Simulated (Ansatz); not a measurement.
PbO:
```cif
data_O2Pb2
_chemical_formula_sum 'Pb2 O2'
_space_group_name_H-M_alt 'P 1'
_space_group_IT_number 1
_cell_length_a 3.98419
_cell_length_b 3.98419
_cell_length_c 5.11982
_cell_angle_alpha 90.000
_cell_angle_beta 90.000
_cell_angle_gamma 90.000
loop_
_space_group_symop_operation_xyz
  'x, y, z'
loop_
_atom_site_label
_atom_site_type_symbol
_atom_site_fract_x
_atom_site_fract_y
_atom_site_fract_z
_atom_site_occupancy
Pb1 Pb 0.50000 0.00000 0.23142 1
Pb2 Pb 0.00000 0.50000 0.76858 1
O1 O 0.50000 0.50000 0.00000 1
O2 O 0.00000 0.00000 0.00000 1
```

Relaxed with r²SCAN+D4.

**Question.** Give the optical modes at the zone centre with their infrared and Raman activity from DFPT, r²SCAN+D4 in the plane-wave PAW code Ansatz.

**Answer.** Transverse frequencies, without the LO–TO term; a row sums one degenerate level.

```csv
ω (cm⁻¹),degeneracy,IR ((D/Å)²/amu),Raman (Å⁴/amu),activity,symmetry
84,2,0.00,7.0,Raman,Eg
151,1,0.00,140,Raman,A1g
250,2,62.48,0,IR,Eu
348,1,0.00,110,Raman,B1g
405,1,15.94,0,IR,A2u
417,2,0.00,21,Raman,Eg
```

**Question.** How high does the top mode go among those that the LO–TO term moves?

**Answer.** 446 cm⁻¹ for q along x, 446 cm⁻¹ for q along y, 490 cm⁻¹ for q along z.

Space group P4/nmm. The r²SCAN+D4 relaxation kept the symmetry of its start; of distortions, only those at the zone centre were tested. Scalar-relativistic: spin–orbit coupling is off unless named, which matters more the heavier the elements.

Potentials: the later of the program's two PAW sets.
